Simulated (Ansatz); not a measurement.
Relaxed-ion elastic tensor of MgO (wurtzite, P6_3mc) in GPa (Voigt order), the program Ansatz at the LDA level (PAW); density 2.94 g/cm³, 11.39 Å³ per atom.

```tsv
	1	2	3	4	5	6
1	205	115	111	0.0	0.0	0.0
2	115	205	111	0.0	0.0	0.0
3	111	111	87.5	0.0	0.0	0.0
4	0.0	0.0	0.0	67.2	0.0	0.0
5	0.0	0.0	0.0	0.0	67.2	0.0
6	0.0	0.0	0.0	0.0	0.0	45.1
```

Task: Is the crystal mechanically stable?

Result: Yes: the smallest eigenvalue of C is 8.5 GPa.

Task: Work out the Voigt and Reuss bounds. Is their mean of use?

Result: K_V = 130, K_R = 66.1; G_V = 46.6, G_R = 16.4 GPa. The bounds lie so far apart that a Hill average or a Debye temperature from it would say little.

The workflow started from a Materials Project entry (that database holds measured and hypothetical structures alike); the Crystallography Open Database copy checked does not list it. It is not the phase usual at ambient conditions (space group No. 225). The cell was relaxed with LDA under the symmetry of its start; phonons on a q-mesh show no instability.

Potentials: the later of the program's two PAW sets.
